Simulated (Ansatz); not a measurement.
GaN:
Space group P4₂/mnm (No. 136); a = 5.470 Å, b = 5.470 Å, c = 3.183 Å, α = 90.00°, β = 90.00°, γ = 90.00°

```csv
atom,site,symmetry,x,y,z
Ga,4g,m.2m,0.1794,0.1794,0.5000
N,4f,m.2m,0.3175,0.3175,0.0000
```

Relaxed with PBEsol. 

**Question.** HSE06 on this cell (Ansatz, a first-principles code, PAW) gives a gap of 3.18 eV. What does PBEsol give?

**Answer.** 1.87 eV.

Cost on shared cores: the PBEsol run (SCF on a 5×5×9 mesh, then bands and DOS) around 60 core-seconds (rough), the HSE06 run (SCF on 3×3×5, then a few points) about 2.7 core-minutes (a rough figure); the tasks are unlike.

Space group P4_2/mnm. The start of the workflow was typed in or built on a structure type; neither database checked (COD, Materials Project) lists it. It is not the phase usual at ambient conditions (space group No. 186, 216). Symmetry was held in the PBEsol relaxation; whether a distortion lowers the energy is not shown. Scalar-relativistic: spin–orbit coupling is off unless named, which matters more the heavier the elements.

Potentials: the earlier of the program's two PAW sets. The files were generated under PBE; for other functionals the program regenerates the frozen cores, and for LDA and PBEsol the local potential too.

Ansatz is a plane-wave DFT program.
